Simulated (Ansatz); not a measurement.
## Structure map: energy, volume and gap of polymorphs

Screening note. Relaxing one composition in several structure types shows which are competitive, which pressure would favour, and how volume and gap change with structure.

The yardstick is C, diamond. The reference is the lowest phase computed, which need not be the stable form in nature.

Methods, by column (Ansatz, a plane-wave PAW program): energy: LDA, total energy at 0 K with the change to a 700 eV cutoff added (comparable within one formula alone); volume per atom: LDA, relaxed cell; gap: LDA.

The figures follow from the printed values by these rules: ΔE = E − E_ref; ΔV = V − V_ref; temperature scale ΔE/k_B = 11.605 K/meV × ΔE.

| crystal | E (eV/atom) | V (Å³/atom) | gap (eV) | ΔE (meV/atom) | ΔV (Å³/atom) | ΔE/k_B (K) |
|---|---|---|---|---|---|---|
| C, diamond, reference | −242.998 | 5.51 | 4.17 | 0.0 | 0.00 | 0 |
| C, R-3m hR4 | −242.983 | 8.98 | 0.00 | 15.0 | 3.47 | 170 |
| C, graphite | −242.988 | 8.63 | 0.00 | 10.0 | 3.12 | 120 |
| C, I4/mmm tI8 | −242.777 | 5.82 | 2.26 | 221.0 | 0.31 | 2600 |

Started from generated or typed cells, with no claim that the phase is known: C, I4/mmm tI8. Runs started from generated or typed cells of the structure named: C, diamond; C, graphite. No claim is made that these are known or stable phases: C, R-3m hR4. Of the phases: diamond is metastable against graphite at zero pressure. No gap (0.00) means none at this level, which can close a small real gap. Spin–orbit coupling is left out unless named. LDA has no dispersion term, so the spacing of layers, chains or molecules in C, R-3m hR4, C, graphite can be off by several percent.

Worked for C, I4/mmm tI8:

ΔE = 1000 × (−242.777 − (−242.998)) = 221.0 meV/atom; ΔV = 5.82 − 5.51 = 0.31 Å³/atom; ΔE/k_B: 11.605 × 221.0 = 2600 K.

In order of ΔE, lowest first: C, diamond (0.0 ± 5.0), C, graphite (10.0 ± 5.0) ≈ C, R-3m hR4 (15.0 ± 5.0), C, I4/mmm tI8 (221.0 ± 5.0). The ± follows from allowances picked for this note (energy 0.004 eV/atom, 3 meV/atom on the figure itself), carried to first order and added in quadrature, each row's own inputs moving alone; ≈ joins neighbours closer than their two ± added in quadrature.

Wanted are low ΔE and low volume per atom; no other row betters these on both counts: C, diamond (0.0, 5.51). The reference is on the front.

No row is clearly denser than the reference, so pressure favours none of them.

Vibrational free energy is left out, and phases that were not computed could lie lower. Rows are a sample of the computed phases of this formula. Limits of the draw: a spread of over 30 meV/atom, none over 0.9 eV/atom above the reference, within 8 meV/atom of the lowest or within 3 meV/atom of a neighbour. As a rule kept out of such tables: 4f compounds, open-shell compounds run without a Hubbard term, cells found unstable in the tests at hand, cells close to a higher symmetry, and runs set to a pressure or over 12 % in volume from the crystal's fullest run.
